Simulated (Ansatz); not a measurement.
# What internal relaxation does to the elastic constants of Ta2Si

All numbers below come from DFT LDA, scalar-relativistic, plane waves, PAW (Ansatz 0.2.0). Plane waves to 420 eV; Γ-centred k mesh 10×10×10; Fermi-Dirac smearing of 0.15 eV. No spin polarisation.

The cell, relaxed at this level:
```
CELL_PARAMETERS angstrom
-3.04674 3.04674 2.50526
3.04674 -3.04674 2.50526
3.04674 3.04674 -2.50526
ATOMIC_POSITIONS crystal
Ta 0.66243 0.83757 0.50000
Ta 0.83757 0.33757 0.17515
Ta 0.33757 0.16243 0.50000
Ta 0.16243 0.66243 0.82485
Si 0.25000 0.25000 0.00000
Si 0.75000 0.75000 0.00000
```

In a metal, frequencies and elastic constants depend on the k mesh and the smearing, soft modes and shear constants most. Spin–orbit coupling is left out, which can shift energies with elements as heavy as these.

Clamped-ion constants (GPa, Voigt order; atoms follow the strain homogeneously):
C11 = 413.4, C12 = 140.5, C13 = 163.4, C22 = 413.4, C23 = 163.4, C33 = 368.3, C44 = 158.7, C55 = 158.7, C66 = 158.2 GPa; the others vanish.

Task: What are the constants once the atoms relax in each strained cell?

Result:
C11 = 371.2, C12 = 181.5, C13 = 162.1, C22 = 371.2, C23 = 162.1, C33 = 365.7, C44 = 143.6, C55 = 143.6, C66 = 135.6 GPa; the others vanish.
The Voigt shear modulus goes from 143.6 to 124.7 GPa and the Voigt bulk modulus from 236.6 to 235.5 GPa. Relaxation subtracts ΛᵀK⁻¹Λ/V, with Λ the forces that a strain puts on the atoms and K the zone-centre force constants. At a stable cell this can only lower the diagonal constants, and it acts only for strains that share their symmetry with an optical mode; elsewhere, and where the coupling is weak, the constants hardly move.

Cost: 2 runs of about 39 core-minutes in all, on AMD EPYC (Zen 3), Intel Xeon Platinum 8259CL (Skylake/Cascade Lake) (shared hosts).